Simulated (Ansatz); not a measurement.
**MoI and the effect of the functional**

It takes space group F-43m (No. 216, cubic). Conventional cell: a = 6.358 Å, b = 6.358 Å, c = 6.358 Å, α = 90.00°, β = 90.00°, γ = 90.00°. Mo (site symmetry -43m) is surrounded by 4 I at 2.75 Å. Around I (site symmetry -43m) lie 4 Mo at 2.75 Å.

The cell comes from a database or a generator and needn't be the form met in nature.

Kept alike: task band structure; k mesh 7 × 7 × 7; occupations fermi-dirac, width 0.05 eV; no spin polarisation. Program: Ansatz, Ansatz PAW. Cutoffs run from 420 to 500 eV. The mesh is that of the run's cell of 2 atoms. No spin-orbit coupling.

| functional | pressure (GPa) |
| --- | --- |
| BLYP | -3.38 |
| LDA | -11.55 |
| PBE | -7.37 |
| PBEsol | -10.20 |
| RPBE | -5.80 |
| r2SCAN | -8.07 |
| revPBE | -6.24 |

Pressure is positive in compression, with a Pulay correction for the finite cutoff. For a metal such a mesh leaves the last digits unconverged. All rows use potentials made for PBE.

**Question.** What does the functional change here?

**Answer.** The pressure runs from -11.55 (LDA) to -3.38 GPa (BLYP). From PBE: BLYP +3.99; LDA -4.18; PBEsol -2.83; RPBE +1.57; r2SCAN -0.70; revPBE +1.13. A positive pressure means that the functional's own cell is larger than the one given, a negative one that it is smaller.
